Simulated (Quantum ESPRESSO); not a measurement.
## Ta2Mg2Ag2TiSc (one run as intended and one with a planted mistake)

Computed values, not a measurement. The program is pw.x of Quantum ESPRESSO 7.5 (plane-wave density functional theory). The cell is made up: eight metal atoms on a hexagonal close-packed lattice, with elements, volume, strain and displacements drawn at random and not relaxed, so it may be unstable or far from any real phase. PseudoDojo standard norm-conserving files set the functional (PBE unless stated); there is no spin polarisation or spin-orbit coupling, the Fermi-Dirac width of 0.25 eV means electrons at about 2900 K, and the masses in the input are unused placeholders. Heavy elements are run without spin-orbit coupling, which real alloys of them have. A spin test at this wide smearing found no moment, but such smearing suppresses magnetism that the real alloy may have.

Intended input:

```
&control calculation='scf', pseudo_dir='./dojo.nc.sr.pbe.v0_5.standard.upf', outdir='./o', disk_io='minimal', tprnfor=.true., tstress=.true. /
&system ibrav=0, nat=8, ntyp=5, nbnd=67, ecutwfc=84.00895049, nosym=.true., tot_charge=0,
 occupations='smearing', smearing='fd', degauss=0.0183746611
/
&electrons conv_thr=1.470e-08, electron_maxstep=70, mixing_beta=0.5 /
ATOMIC_SPECIES
Ag 1.0 Ag.upf
Mg 1.0 Mg.upf
Sc 1.0 Sc.upf
Ta 1.0 Ta.upf
Ti 1.0 Ti.upf
CELL_PARAMETERS angstrom
-0.0933 5.2264 -0.0538
2.9412 -0.1051 4.8638
3.0031 -0.0026 -4.9013
ATOMIC_POSITIONS angstrom
Ta 0.0639 0.0495 0.0452
Mg 2.9793 -0.0229 0.0593
Ag 3.0424 1.7207 -2.5527
Ta 2.9818 1.7227 2.4814
Ti 1.4565 2.6279 -0.0051
Sc 4.5068 2.4715 -0.0305
Ag 1.4506 4.447 -2.4087
Mg 1.4177 4.2225 2.4631
K_POINTS automatic
5 5 5 1 1 1
```

The log is shortened where brackets say so; the opening notice, blank lines, dates and the lines on written files are dropped, and the path of the files is cut. It prints rydbergs, bohrs and kilobars, and counts compression as positive stress. Its total energy is the free energy E - TS of the whole cell.

Log of the intended run:

```
     Program PWSCF v.7.5
     Parallel version (MPI & OpenMP), running on       4 processor cores
     Number of MPI processes:                 4
     Threads/MPI process:                     1
     [start-up lines left out]
     bravais-lattice index     =            0
     lattice parameter (alat)  =       9.8786  a.u.
     unit-cell volume          =    1023.1536 (a.u.)^3
     number of atoms/cell      =            8
     number of atomic types    =            5
     number of electrons       =       107.00
     number of Kohn-Sham states=           67
     kinetic-energy cutoff     =      84.0090  Ry
     charge density cutoff     =     336.0358  Ry
     scf convergence threshold =      1.5E-08
     mixing beta               =       0.5000
     number of iterations used =            8  plain     mixing
     Exchange-correlation= PBE
                           (   1   4   3   4   0   0   0)
     [axes and pseudopotential details left out]
   Cartesian axes
     site n.     atom                  positions (alat units)
         1        Ta     tau(   1) = (   0.0122238   0.0094691   0.0086466  )
         2        Mg     tau(   2) = (   0.5699272  -0.0043807   0.0113438  )
         3        Ag     tau(   3) = (   0.5819980   0.3291625  -0.4883205  )
         4        Ta     tau(   4) = (   0.5704055   0.3295451   0.4746811  )
         5        Ti     tau(   5) = (   0.2786222   0.5027059  -0.0009756  )
         6        Sc     tau(   6) = (   0.8621314   0.4727873  -0.0058345  )
         7        Ag     tau(   7) = (   0.2774935   0.8506919  -0.4607739  )
         8        Mg     tau(   8) = (   0.2711999   0.8077460   0.4711804  )
     number of k points=    63  Fermi-Dirac smearing, width (Ry)=  0.0184
                       cart. coord. in units 2pi/alat
        k(    1) = (   0.1777672   0.1032174   0.0022103), wk =   0.0320000
        k(    2) = (   0.3530189   0.1052555  -0.1037226), wk =   0.0320000
     [further k points left out]
     Dense  grid:   106503 G-vectors     FFT dimensions: (  60,  64,  64)
     Estimated max dynamical RAM per process >     409.28 MB
     Estimated total dynamical RAM >       1.52 GB
     Initial potential from superposition of free atoms
     starting charge     106.9914, renormalised to     107.0000
     Starting wfcs are   70 randomized atomic wfcs
     total cpu time spent up to now is        7.3 secs
     per-process dynamical memory:   327.5 Mb
     Self-consistent Calculation
     iteration #  1     ecut=    84.01 Ry     beta= 0.50
     Davidson diagonalization with overlap
     ethr =  1.00E-02,  avg # of iterations =  3.7
     total cpu time spent up to now is       28.6 secs
     total energy              =   -1332.11674038 Ry
     estimated scf accuracy    <       2.32198074 Ry
     iteration #  2     ecut=    84.01 Ry     beta= 0.50
     Davidson diagonalization with overlap
     ethr =  2.17E-03,  avg # of iterations =  4.5
     total cpu time spent up to now is       52.4 secs
     total energy              =   -1332.90877452 Ry
     estimated scf accuracy    <       6.37862296 Ry
     [iterations 3 to 13 left out]
     iteration # 14     ecut=    84.01 Ry     beta= 0.50
     Davidson diagonalization with overlap
     ethr =  2.26E-10,  avg # of iterations =  2.0
     total cpu time spent up to now is      274.8 secs
     total energy              =   -1333.46019716 Ry
     estimated scf accuracy    <       0.00000004 Ry
     iteration # 15     ecut=    84.01 Ry     beta= 0.50
     Davidson diagonalization with overlap
     ethr =  3.68E-11,  avg # of iterations =  4.6
     total cpu time spent up to now is      293.4 secs
     End of self-consistent calculation
     [lines on levels left out]
!    total energy              =   -1333.46019717 Ry
     estimated scf accuracy    <          3.4E-09 Ry
     smearing contrib. (-TS)   =      -0.12602647 Ry
     internal energy E=F+TS    =   -1333.33417070 Ry
     The total energy is F=E-TS. E is the sum of the following terms:
     one-electron contribution =    -609.46287130 Ry
     hartree contribution      =     334.72532256 Ry
     xc contribution           =    -217.06860762 Ry
     ewald contribution        =    -841.52801433 Ry
     convergence has been achieved in  15 iterations
     Forces acting on atoms (cartesian axes, Ry/au):
     atom    1 type  4   force =     0.01099972    0.01377969   -0.03569793
     atom    2 type  2   force =     0.00376282   -0.00411120   -0.00808355
     atom    3 type  1   force =    -0.00734531    0.00773342    0.02031201
     atom    4 type  4   force =     0.01708762   -0.02611368    0.01926027
     atom    5 type  5   force =    -0.00926566   -0.01931366   -0.00434735
     atom    6 type  3   force =    -0.00143084    0.01477175    0.02116782
     atom    7 type  1   force =    -0.00242200   -0.00709552   -0.00676321
     atom    8 type  2   force =    -0.01138635    0.02034920   -0.00584807
     Total force =     0.073340     Total SCF correction =     0.000275
     Computing stress (Cartesian axis) and pressure
          total   stress  (Ry/bohr**3)                   (kbar)     P=       13.10
   0.00024577   0.00005406  -0.00008002           36.15        7.95      -11.77
   0.00005406  -0.00001723   0.00010111            7.95       -2.53       14.87
  -0.00008002   0.00010111   0.00003858          -11.77       14.87        5.68
     init_run     :      6.22s CPU      6.50s WALL (       1 calls)
     electrons    :    285.40s CPU    286.14s WALL (       1 calls)
     forces       :      2.54s CPU      2.56s WALL (       1 calls)
     stress       :      9.01s CPU      9.02s WALL (       1 calls)
     [timing details left out]
     PWSCF        :   5m 4.04s CPU   5m 5.10s WALL
     JOB DONE.
```

A second run has one planted mistake: the cell and the positions are scaled by a wrong factor. The input lines that differ:

```
- -0.0933 5.2264 -0.0538
- 2.9412 -0.1051 4.8638
- 3.0031 -0.0026 -4.9013
+ -0.0918 5.1449 -0.053
+ 2.8953 -0.1035 4.7879
+ 2.9563 -0.0026 -4.8248
- Ta 0.0639 0.0495 0.0452
- Mg 2.9793 -0.0229 0.0593
- Ag 3.0424 1.7207 -2.5527
- Ta 2.9818 1.7227 2.4814
- Ti 1.4565 2.6279 -0.0051
- Sc 4.5068 2.4715 -0.0305
- Ag 1.4506 4.447 -2.4087
- Mg 1.4177 4.2225 2.4631
+ Ta 0.0629 0.0487 0.0445
+ Mg 2.9328 -0.0225 0.0584
+ Ag 2.9949 1.6939 -2.5129
+ Ta 2.9353 1.6958 2.4427
+ Ti 1.4338 2.5869 -0.005
+ Sc 4.4365 2.4329 -0.03
+ Ag 1.428 4.3776 -2.3711
+ Mg 1.3956 4.1566 2.4247
```

Its log:

```
     Program PWSCF v.7.5
     Parallel version (MPI & OpenMP), running on       4 processor cores
     Number of MPI processes:                 4
     Threads/MPI process:                     1
     [start-up lines left out]
     bravais-lattice index     =            0
     lattice parameter (alat)  =       9.7245  a.u.
     unit-cell volume          =     976.0176 (a.u.)^3
     number of atoms/cell      =            8
     number of atomic types    =            5
     number of electrons       =       107.00
     number of Kohn-Sham states=           67
     kinetic-energy cutoff     =      84.0090  Ry
     charge density cutoff     =     336.0358  Ry
     scf convergence threshold =      1.5E-08
     mixing beta               =       0.5000
     number of iterations used =            8  plain     mixing
     Exchange-correlation= PBE
                           (   1   4   3   4   0   0   0)
     [axes and pseudopotential details left out]
   Cartesian axes
     site n.     atom                  positions (alat units)
         1        Ta     tau(   1) = (   0.0122231   0.0094637   0.0086475  )
         2        Mg     tau(   2) = (   0.5699193  -0.0043723   0.0113486  )
         3        Ag     tau(   3) = (   0.5819869   0.3291688  -0.4883218  )
         4        Ta     tau(   4) = (   0.5704051   0.3295380   0.4746801  )
         5        Ti     tau(   5) = (   0.2786246   0.5027019  -0.0009716  )
         6        Sc     tau(   6) = (   0.8621273   0.4727757  -0.0058298  )
         7        Ag     tau(   7) = (   0.2774975   0.8506815  -0.4607664  )
         8        Mg     tau(   8) = (   0.2712014   0.8077354   0.4711822  )
     number of k points=    63  Fermi-Dirac smearing, width (Ry)=  0.0184
                       cart. coord. in units 2pi/alat
        k(    1) = (   0.1777687   0.1032159   0.0022115), wk =   0.0320000
        k(    2) = (   0.3530208   0.1052517  -0.1037216), wk =   0.0320000
     [further k points left out]
     Dense  grid:   101527 G-vectors     FFT dimensions: (  60,  64,  64)
     Estimated max dynamical RAM per process >     392.02 MB
     Estimated total dynamical RAM >       1.46 GB
     Initial potential from superposition of free atoms
     starting charge     106.9914, renormalised to     107.0000
     Starting wfcs are   70 randomized atomic wfcs
     total cpu time spent up to now is        6.5 secs
     per-process dynamical memory:   313.8 Mb
     Self-consistent Calculation
     iteration #  1     ecut=    84.01 Ry     beta= 0.50
     Davidson diagonalization with overlap
     ethr =  1.00E-02,  avg # of iterations =  3.8
     total cpu time spent up to now is       22.2 secs
     total energy              =   -1331.93083720 Ry
     estimated scf accuracy    <       2.61761721 Ry
     iteration #  2     ecut=    84.01 Ry     beta= 0.50
     Davidson diagonalization with overlap
     ethr =  2.45E-03,  avg # of iterations =  4.1
     total cpu time spent up to now is       39.3 secs
     total energy              =   -1332.85422126 Ry
     estimated scf accuracy    <       6.78410241 Ry
     [iterations 3 to 13 left out]
     iteration # 14     ecut=    84.01 Ry     beta= 0.50
     Davidson diagonalization with overlap
     ethr =  1.06E-10,  avg # of iterations =  2.0
     total cpu time spent up to now is      219.4 secs
     total energy              =   -1333.44817276 Ry
     estimated scf accuracy    <       0.00000002 Ry
     iteration # 15     ecut=    84.01 Ry     beta= 0.50
     Davidson diagonalization with overlap
     ethr =  2.27E-11,  avg # of iterations =  2.5
     total cpu time spent up to now is      233.2 secs
     End of self-consistent calculation
     [lines on levels left out]
!    total energy              =   -1333.44817276 Ry
     estimated scf accuracy    <          4.3E-09 Ry
     smearing contrib. (-TS)   =      -0.12074965 Ry
     internal energy E=F+TS    =   -1333.32742311 Ry
     The total energy is F=E-TS. E is the sum of the following terms:
     one-electron contribution =    -588.54357920 Ry
     hartree contribution      =     327.39705182 Ry
     xc contribution           =    -217.31887179 Ry
     ewald contribution        =    -854.86202394 Ry
     convergence has been achieved in  15 iterations
     Forces acting on atoms (cartesian axes, Ry/au):
     atom    1 type  4   force =     0.01019658    0.01034959   -0.03567314
     atom    2 type  2   force =     0.00494420   -0.00545772   -0.01003966
     atom    3 type  1   force =    -0.00878337    0.00954870    0.02712523
     atom    4 type  4   force =     0.01869095   -0.02738545    0.01525321
     atom    5 type  5   force =    -0.00481899   -0.01900855   -0.00443488
     atom    6 type  3   force =    -0.00569337    0.01755623    0.02288930
     atom    7 type  1   force =    -0.00023368   -0.00892039   -0.00890780
     atom    8 type  2   force =    -0.01430232    0.02331759   -0.00621226
     Total force =     0.078034     Total SCF correction =     0.000258
     Computing stress (Cartesian axis) and pressure
          total   stress  (Ry/bohr**3)                   (kbar)     P=       63.26
   0.00059717   0.00006166  -0.00008904           87.85        9.07      -13.10
   0.00006166   0.00030499   0.00011117            9.07       44.87       16.35
  -0.00008904   0.00011117   0.00038798          -13.10       16.35       57.07
     init_run     :      6.05s CPU      6.31s WALL (       1 calls)
     electrons    :    226.05s CPU    226.76s WALL (       1 calls)
     forces       :      2.29s CPU      2.30s WALL (       1 calls)
     stress       :      7.97s CPU      7.98s WALL (       1 calls)
     [timing details left out]
     PWSCF        :   4m 2.54s CPU   4m 3.56s WALL
     JOB DONE.
```

|  | intended run | run with the mistake |
| --- | --- | --- |
| free energy (eV) | -18142.650 | -18142.487 |
| entropy term -TS, part of it (eV) | -1.715 | -1.643 |
| pressure (GPa) | 1.31 | 6.33 |
| size of the largest force component (eV/Å) | 0.918 | 0.917 |
| largest change of a force component (eV/Å) |  | 0.175 |
| iterations | 15 | 15 |

For scale, a rerun of the intended cell at a higher cutoff and on a denser mesh moved values by no more than 0.003 eV in energy, 0.03 GPa in stress and 0.006 eV/Å in force, and a second program with other atomic files agreed on that cell to 2 % rms in force and 0.5 GPa in pressure.